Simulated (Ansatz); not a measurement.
Mg:
```
Mg
1.0
    3.20969     0.00000     0.00000
   -1.60485     2.77967     0.00000
    0.00000     0.00000     5.14019
Mg
2
Cartesian
  0.00000   1.85312   3.85514
  1.60485   0.92656   1.28505
```

Relaxed with PBE. Special points in fractions of this cell's reciprocal vectors: Γ (0.000, 0.000, 0.000); M (0.500, 0.000, 0.000); K (0.333, 0.333, 0.000); A (0.000, 0.000, 0.500); L (0.500, 0.000, 0.500); H (0.333, 0.333, 0.500).

**Question.** List the band energies nearest the Fermi level at these points for the program Ansatz at the PBE level (PAW).

**Answer.** In eV from the Fermi level; about four levels below and three above (degenerate sets whole), none deeper than 8.9 eV; … stands for higher levels left out; points with the same levels are listed once.

```
k                    below                    above
-  -----------------------  -----------------------
Γ        -6.94 -1.61 -1.11  10.79 10.79 10.89 10.89
M              -2.18 -2.17           2.68 3.05 3.38
K        -0.66 -0.65 -0.65           4.14 4.14 4.42
A              -5.51 -5.51              5.25 5.25 …
L  -1.11 -1.11 -0.46 -0.46              7.95 7.95 …
H                        –      0.17 0.17 0.66 0.66
```

Space group P6_3/mmc (hcp (Mg type)). The cell was relaxed with PBE under the symmetry of its start.

Potentials: the earlier of the program's two PAW sets.
